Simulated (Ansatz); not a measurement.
# Ansatz run, TlCoF3

Input file of Ansatz 0.2.0:

```yaml
crystal:
  lattice:
    - [4.07704134, 0.0, 0.0]
    - [0.0, 4.07704134, 0.0]
    - [0.0, 0.0, 4.07704134]
  atoms:
    - { symbol: Co, position: [0.0, 0.0, 0.0], spin: 3.0 }
    - { symbol: F, position: [0.5, 0.0, 0.0] }
    - { symbol: F, position: [0.0, 0.5, 0.0] }
    - { symbol: F, position: [0.0, 0.0, 0.5] }
    - { symbol: Tl, position: [0.5, 0.5, 0.5] }
  symmetry: { detect: false, time_reversal: true }
kpoints:
  mp_grid: { grid: [5, 5, 5], shift: [0.5, 0.5, 0.5] }
  band_path:
    path:
      - [0.0, 0.0, 0.0]
      - [0.0, 0.5, 0.0]
      - [0.5, 0.5, 0.0]
      - [0.0, 0.0, 0.0]
      - [0.5, 0.5, 0.5]
      - [0.0, 0.5, 0.0]
    npoints: 10
magnetization:
  spin_polarized: true
scf:
  occupations: { method: fermi_dirac, width: 0.0277 }
  lower_state_search: "off"
  max_iter: 200
hamiltonian:
  pseudopotentials: { kind: paw }
  xc: pbesol
  hubbard:
    projectors: all-electron-ortho-atomic
    sites: [{ species: Co, l: d, u_eff: 5.22 }]
basis:
  ecutwfc: 420
  fft_grid_basis: typed
output:
  forces: true
  stress: true
  eigenvalues: true
  bader: true
  populations: true
  elf: true
  write_potential: true
  volumetric_format: npy
  dos:
    e_range: [-12, 8]
    de: 0.05
    projected: { site_lists: { Co: [Co], F: [F], Tl: [Tl] } }
checkpoint:
  read: saved_state
```

The run starts from an earlier solution of this cell. Magnetic state (reached from a saved solution, and it need not be the lowest): Co1 up.

Parts of the output:

```
SCF iter   1: F=—  Δρ=2.19e-2  dr2=2.34e-2  dr2_m=6.94e-2  M=3.000 μB ∫|m|=3.037 μB
SCF iter   2: F=—  Δρ=1.55e-2  dr2=1.16e-2  dr2_m=3.40e-2  M=3.000 μB ∫|m|=3.028 μB
SCF iter   3: F=—  Δρ=6.05e-3  dr2=1.42e-4  dr2_m=1.81e-2  M=3.000 μB ∫|m|=3.021 μB
SCF iter   4: F=—  Δρ=3.47e-4  dr2=1.31e-4  dr2_m=6.89e-6  M=3.000 μB ∫|m|=3.021 μB
SCF iter   5: F=—  Δρ=1.99e-4  dr2=6.83e-5  dr2_m=2.30e-7  M=3.000 μB ∫|m|=3.021 μB
SCF iter   6: F=—  Δρ=1.30e-4  dr2=2.76e-5  dr2_m=1.48e-7  M=3.000 μB ∫|m|=3.021 μB
SCF iter   7: F=—  Δρ=3.95e-5  dr2=3.22e-6  dr2_m=4.05e-8  M=3.000 μB ∫|m|=3.021 μB
SCF iter   8: F=—  Δρ=1.38e-5  dr2=3.33e-7  dr2_m=1.91e-8  M=3.000 μB ∫|m|=3.021 μB
SCF iter   9: F=—  Δρ=1.18e-5  dr2=1.53e-7  dr2_m=6.35e-9  M=3.000 μB ∫|m|=3.021 μB
SCF iter  10: F=-18789.1619 eV  Δρ=4.67e-6  dr2=1.07e-8  dr2_m=2.52e-9  M=3.000 μB ∫|m|=3.021 μB
Magnetization: 3.0000 μB (27.0000 up, 24.0000 down)
Absolute magnetization: 3.0192 μB (∫|ρ↑−ρ↓|, with the PAW one-centre terms)
Spin contamination: 0.0029 ħ² per cell (⟨S²⟩ above its minimum at these occupations)
Per-site moments (μB) at R_I (Å): [(2.6388, 0.8409), (0.0499, 0.8409), (0.0499, 0.8409), (0.0499, 0.8409), (-0.0010, 1.1892)]
Free energy (F): -18789.1619 eV
Harris-Foulkes:  -18789.1619 eV  (|F-HF|=2.80e-10)
Internal energy: -18789.1619 eV  (E = F + TS)
E sigma→0 (E₀):  -18789.1619 eV
Fermi energy:    8.8947 eV
--- Per-component energies (eV) ---
  E_band       = -476.2245
  E_kinetic    = 1389.5053
  E_local      = -6439.8300  (includes V_loc(G=0)·N_el)
  E_nonlocal   = 1011.6030
  E_hartree    = 2590.9513
  E_xc         = -618.0663
  E_vxc        = -644.7303  (∫ρ·V_xc dr)
  E_hubbard    = 0.5138  (on-site DFT+U / exact-exchange correction)
  E_vhub       = -17.7049  (the Hubbard potential's part of the band-sum identity)
  E_paw        = -12081.8278  (= ΣΔE_a)
  E_vpaw       = -956.9816  (= ΣTr[D̂ρ^β])
  E_aug_tail   = 0.0066  (compensation charges beyond the density's cutoff)
  E_ewald      = -4642.3718
  E_core_change = 0.3540  (= ΣΔE_core)
  E_smearing   =  0.0000  (= −TS)
--- Stress (GPa, compression-positive) ---
        3.8584      -0.0399      -0.0399
       -0.0398       3.8579      -0.0396
       -0.0398      -0.0395       3.8579
  P = ⅓ Tr σ = 3.8581 GPa (38.581 kbar)
--- Bader charges: 5 sites ---
  site symbol  charge [e]  shift [e]    m [muB]
     0     Co      1.5036     0.0008     2.8028
     1      F     -0.7869     0.0003     0.0665
     2      F     -0.7869     0.0003     0.0665
     3      F     -0.7869     0.0003     0.0665
     4     Tl      0.8571     0.0000    -0.0022
```

Origin: a known structure type with other elements, at an estimated volume, so it need not be a known compound.
